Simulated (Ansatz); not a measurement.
CsHgCl3 (cubic perovskite): values from a third-order Birch-Murnaghan fit to a volume scan beside measured ones. Computed values: r2SCAN (plane waves to 500 eV, PAW, scalar-relativistic; Ansatz, an electronic-structure program). At this level the bands of CsHgCl3 touch or barely overlap. CsHgCl3 was relaxed with its symmetry unable to fall. Spin-orbit coupling is left out, though Hg is heavy.

| quantity | reference | kind |
|---|---|---|
| Lattice constant a (Å) | 5.41 | measured, room temperature or unstated |

References as given in: Roberto L. Moreira, Anderson Dias, Journal of Physics and Chemistry of Solids (2007), arXiv:cond-mat/0703451. Values not taken to low temperature hold thermal and zero-point shifts that a static calculation lacks, so small differences there are no errors of the method.

### Question
Estimate the r2SCAN values and the sign and size of each difference.

### Answer
```
quantity                r2SCAN  difference
----------------------  ------  ----------
Lattice constant a (Å)   5.325      -1.6 %
```



(A scan under strain: stresses follow from slopes of the energy per volume, elastic moduli from its curvatures.)
